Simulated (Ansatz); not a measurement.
Total density of states per atom from r²SCAN (plane waves, PAW; program Ansatz), in 0.25 eV bins, energy from the Fermi level:

(E (eV), states/eV/atom): (-7.85, 0.00); (-7.60, 0.00); (-7.35, 0.00); (-7.10, 0.00); (-6.85, 0.00); (-6.60, 0.10); (-6.35, 0.21); (-6.10, 0.31); (-5.85, 0.46); (-5.60, 0.54); (-5.35, 0.49); (-5.10, 0.40); (-4.85, 0.34); (-4.60, 0.35); (-4.35, 0.23); (-4.10, 0.29); (-3.85, 0.33); (-3.60, 0.37); (-3.35, 0.38); (-3.10, 0.40); (-2.85, 0.44); (-2.60, 0.49); (-2.35, 0.60); (-2.10, 0.63); (-1.85, 0.61); (-1.60, 0.60); (-1.35, 0.59); (-1.10, 0.59); (-0.85, 0.58); (-0.60, 0.58); (-0.35, 0.58); (-0.10, 0.59); (0.15, 0.61); (0.40, 0.38); (0.65, 0.23); (0.90, 0.26); (1.15, 0.30); (1.40, 0.36); (1.65, 0.52); (1.90, 0.50); (2.15, 0.26); (2.40, 0.25); (2.65, 0.20); (2.90, 0.25); (3.15, 0.42); (3.40, 0.55); (3.65, 0.60); (3.90, 0.63); (4.15, 0.62); (4.40, 0.64); (4.65, 0.74)

Task: Which of these materials gives this?
A. InSb, rock salt
B. GaN, rock salt
C. LaBi, rock salt
D. MgS, rock salt

Result: A, InSb, rock salt. Within 0.5 eV of the Fermi level: Sb 5p 67 %, In 5p 18 %, In 5s 10 %. Projections are on Löwdin-orthogonalised atomic valence shells; empty p or d shells of many metals are not among them.

Space group Fm-3m (rock salt). The first step of the workflow began from a Materials Project structure, measured or hypothetical; the Crystallography Open Database copy checked does not list it. It is not the phase usual at ambient conditions (space group No. 216). Symmetry was held in the r²SCAN relaxation; whether a distortion lowers the energy is not shown. Spin–orbit coupling is left out wherever it is not named.

Potentials: the later of the program's two PAW sets.
